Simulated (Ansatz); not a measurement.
Input:

Interlayer sliding in a free bilayer taken from bulk WSe2 (2H-MoS2 type, space group P6_3/mmc): the upper half of the atoms below is shifted in the plane.

```yaml
crystal:
  lattice:
    - [3.23050, 0.00000, 0.00000]
    - [1.61525, 2.79770, 0.00000]
    - [0.00000, 0.00000, 24.56788]
  atoms:
    - { symbol: Se, position: [0.33333, 0.33333, 0.30491] }
    - { symbol: W, position: [0.66667, 0.66667, 0.37339] }
    - { symbol: Se, position: [0.33333, 0.33333, 0.44190] }
    - { symbol: Se, position: [0.66667, 0.66667, 0.55810] }
    - { symbol: W, position: [0.33333, 0.33333, 0.62661] }
    - { symbol: Se, position: [0.66667, 0.66667, 0.69509] }
```

In-plane vectors a = (3.231, 0.000) Å, b = (1.615, 2.798) Å, area 9.04 Å². The shift is x·a + y·b, and the map repeats with period 1 in x and y. Atoms relax along the normal only. γ = [E(shift) − E(0)] / area.

These are PBEsol-D3(BJ) (plane waves to 420 eV, PAW, scalar-relativistic; Ansatz, a program for electronic structure) values and carry that method's errors. k mesh 12×12×1 (Γ-centred), Fermi-Dirac smearing 0.05 eV. Energies are extrapolated to zero smearing. Spin-orbit coupling is left out, though W is heavy. WSe2 is run without spin polarisation. WSe2 was relaxed with its symmetry unable to fall. The zero of γ is zero shift.

The scan covers x from 0.000 to 0.833 in 6 points and y from 0.000 to 0.833 in 6 points.

Problem. Where does the grid have local minima besides zero shift?

Solution. (x, y) = (2/6, 2/6) at 104 mJ/m².

Problem. Stepping between nearest grid points (6 neighbours each), what is the highest γ met on the easiest way from zero shift to the shift a?

Solution. 136 mJ/m².

Problem. Which grid point, or set of equal points, is the highest, and at what γ?

Solution. x = 0.667, y = 0.667 (295 mJ/m²).

Problem. Which atoms are eclipsed at x = 0.667, y = 0.667?

Solution. Se above Se.

(The slope of γ gives the shear force per area between the displaced halves; near zero shift its curvature is an elastic stiffness.)
